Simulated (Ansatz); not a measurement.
Here is the system:

H$_{4}$BrN:
```yaml
crystal:
  lattice:
    - [5.69247, 0.00000, 0.00000]
    - [0.00000, 5.69247, 0.00000]
    - [0.00000, 0.00000, 4.05434]
  atoms:
    - { symbol: H, position: [0.00000, 0.85184, 0.85338] }
    - { symbol: H, position: [0.64816, 0.50000, 0.85338] }
    - { symbol: H, position: [0.00000, 0.14816, 0.85338] }
    - { symbol: H, position: [0.35184, 0.50000, 0.85338] }
    - { symbol: H, position: [0.50000, 0.64816, 0.14662] }
    - { symbol: H, position: [0.14816, 0.00000, 0.14662] }
    - { symbol: H, position: [0.50000, 0.35184, 0.14662] }
    - { symbol: H, position: [0.85184, 0.00000, 0.14662] }
    - { symbol: Br, position: [0.00000, 0.50000, 0.53132] }
    - { symbol: Br, position: [0.50000, 0.00000, 0.46868] }
    - { symbol: N, position: [0.00000, 0.00000, 0.00000] }
    - { symbol: N, position: [0.50000, 0.50000, 0.00000] }
```

This is the r²SCAN+D4-relaxed structure.

Problem. All from the program Ansatz at the r²SCAN+D4 level (PAW), unless another level is named. Estimate the highest zone-centre frequency (without LO–TO term).

Solution. 3268 cm^-1.

Problem. Predict the Young's modulus.

Solution. 25.3 GPa.

Problem. What about the zero-point energy?

Solution. 232.7 meV/atom.

Problem. Predict the vibrational entropy at 300 K.

Solution. 16.2 J/(K·mol of atoms).

Space group P4/nmm. The workflow started from a Materials Project entry (that database holds measured and hypothetical structures alike); the Crystallography Open Database files this formula in space group No. 129, but the cells were not matched. Its standing as an ambient phase is unchecked. The r²SCAN+D4 relaxation kept the symmetry of its start; phonons on a q-mesh show no instability.

Potentials: the later of the program's two PAW sets.
